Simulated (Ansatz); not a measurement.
# Two states of ScFeF$_{2}$

```
Fe Sc F
1.0
     3.31969    0.00000    0.00000
    -1.65985    2.87494    0.00000
     0.00000    0.00000   11.75793
Fe Sc F
2 2 4
Direct
  0.33330 0.66670 0.25000
  0.66660 0.33330 0.75000
  0.00000 0.00000 0.50000
  0.00000 0.00000 0.00000
  0.33330 0.66670 0.08928
  0.66660 0.33330 0.58928
  0.33330 0.66670 0.41072
  0.66670 0.33340 0.91072
```

Level: LDA; 420 eV; 6×6×2 (shifted by 0, 0, 0.5 steps) mesh; fermi-dirac occupations (width 0.0289 eV); Ansatz 0.2.0, fixed geometry.

State A: Fe1 along (1.00, 0.00, 0.00), Fe2 along (1.00, 0.00, 0.00), Sc3 along (-1.00, 0.00, 0.00), Sc4 along (-1.00, 0.00, 0.00) (spinors with spin-orbit coupling). State B: Fe1 along (0.00, 0.00, 1.00), Fe2 along (0.00, 0.00, 1.00), Sc3 along (0.00, 0.00, -1.00), Sc4 along (0.00, 0.00, -1.00) (spinors with spin-orbit coupling).

Compare the two self-consistent states.

They are level within 1 meV an atom.

```csv
state,free energy (meV/atom),largest moment in a small sphere (μB),net moment (μB/cell),gap on mesh (eV),pressure (GPa),largest force (eV/Å)
A,0.6,2.44,3.01,metal,-3.4,1.53
B,0.0,2.44,3.02,metal,-3.4,1.54
```

Origin: a known structure type with other elements, at an estimated volume, so it need not be a known compound. Caveats: semilocal functionals often miss the gap of such magnets; the k mesh is coarse if the cell is a metal; atoms or cell far from equilibrium; the SCF threshold is loose for a stress.
